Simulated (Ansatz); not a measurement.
Starting cell, K (bcc, W type):

```
CELL_PARAMETERS angstrom
     -5.27944     5.27944     5.27944
      0.00000     0.00000     5.27944
      0.00000     5.27944     0.00000
ATOMIC_POSITIONS crystal
  K  0.00000 0.00000 0.00000
  K  0.50000 0.00000 0.00000
```

The atoms are displaced by Q × the pattern below (from a DFPT mode at H = (0.5, 0.5, 0.5), largest move 1; Q in Å), at fixed cell. It is one choice among 3 degenerate patterns. (q is in reciprocal vectors of the primitive cell; the cell shown is doubled to hold the pattern.)

```tsv
atom	x	y	z
K1	0.000	0.000	1.000
K2	0.000	0.000	-1.000
```

Computed with PBE (plane waves to 420 eV, PAW, scalar-relativistic; Ansatz, a program for electronic structure). k mesh 13×13×13 (Γ-centred), Fermi-Dirac smearing 0.05 eV. E stands for the smeared free energy. With partly filled bands, energies and forces of such displacements shift with the k mesh and the smearing. K was relaxed with its symmetry unable to fall. The zero of ΔE is the undisplaced structure. The last digit holds for this mesh only.

```
Q (Å)    ΔE (meV/cell)
-------  -------------
-0.2800       withheld
-0.2333          40.65
-0.1867          26.22
-0.1400          14.84
-0.0933           6.62
-0.0467           1.66
0.0000            0.00
0.0467            1.66
0.0933            6.62
0.1400           14.84
0.1867           26.22
0.2333           40.65
0.2800        withheld
```

Task: Fit an even polynomial form (powers 2, 4) to the given rows and predict ΔE at Q = -0.2800.

Result: Least squares on the 11 given rows: ΔE = (762.5)·Q² + (-288.5)·Q⁴, in meV/cell with Q in Å; root-mean-square residual 0.005 meV/cell. At -0.2800 the fit gives 58.01 meV/cell; the calculation gives 57.97 meV/cell, so the extrapolation is off by 0.04 (+0.1 %). The quadratic term alone would give 59.78 meV/cell.

(For displaced atoms, the force is minus the slope of the energy, and its curvature is a force constant, which sets phonon frequencies.)
